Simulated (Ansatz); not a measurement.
# AlRuN: rattling a relaxed structure

It was reached by relaxing an invented guess, and it needn't be the stable form of this composition.

These are results of Ansatz 0.2.0, DFT PBE, scalar-relativistic, plane waves, PAW, not measurements. Settings: cutoff 420 eV, Γ-centred mesh 12×12×8 on the computed 3-atom cell, Gaussian smearing of 0.10 eV; no spin polarisation.

The cell below (3 atoms, space group P4/mmm (No. 123)) is relaxed within its symmetry.

```
Al Ru N
1.0
     2.77286    0.00000    0.00000
     0.00000    2.77286    0.00000
     0.00000    0.00000    4.24472
Al Ru N
1 1 1
Direct
  0.00000 0.00000 0.00000
  0.50000 0.50000 0.50000
  0.50000 0.50000 0.00000
```

For the test a repeat of it with 6 atoms (edges 2.77, 2.77, 8.49 Å) was strained at random (σ = 1.5 % a component), the atoms were moved at random (σ = 0.10 Å), and all was relaxed again on a coarse 8×8×4 mesh (in the run’s order of axes) with 0.20 eV smearing, with no symmetry imposed.

Task: Is the structure stable against such a distortion?

Result: It returns, within 1 meV/atom of the unmoved cell on that mesh and with the same symmetry when read at 0.1 Å. No instability shows in this cell; modes of other wave vectors, which need another repeat, aren't tested.
